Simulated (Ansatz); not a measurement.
SiGe3 in space group P-4m2 (No. 115; Si on 1a, Ge on 2g, Ge on 1c), PBEsol in the plane-wave PAW code Ansatz, all energies at zero smearing, with the estimated change up to a 700 eV cutoff added, with one set of potentials and settings (totals compare only within such a set). Cell of 4 atoms (1 Si, 3 Ge): -13381.933 eV.

```tsv
element	reference phase	E (eV/atom)
Si	Fd-3m, 2 atoms in the cell	-621.4920
Ge	Fd-3m, 2 atoms in the cell	-4253.4978
```

Formation energy per atom, worked out: (-13381.933 − 1×(-621.4920) − 3×(-4253.4978))/4 = 0.013 eV/atom (1 kJ per mol of atoms), at 0 K, without zero-point energy or fitted corrections.

The start of the workflow was typed in or built on a structure type; neither database checked (COD, Materials Project) lists it. Its standing as an ambient phase is unchecked. The PBEsol relaxation kept the symmetry of its start; whether a distortion lowers the energy is not shown. The references are the lowest solids computed at this level, not always the standard phases.

Potentials: the later of the program's two PAW sets.
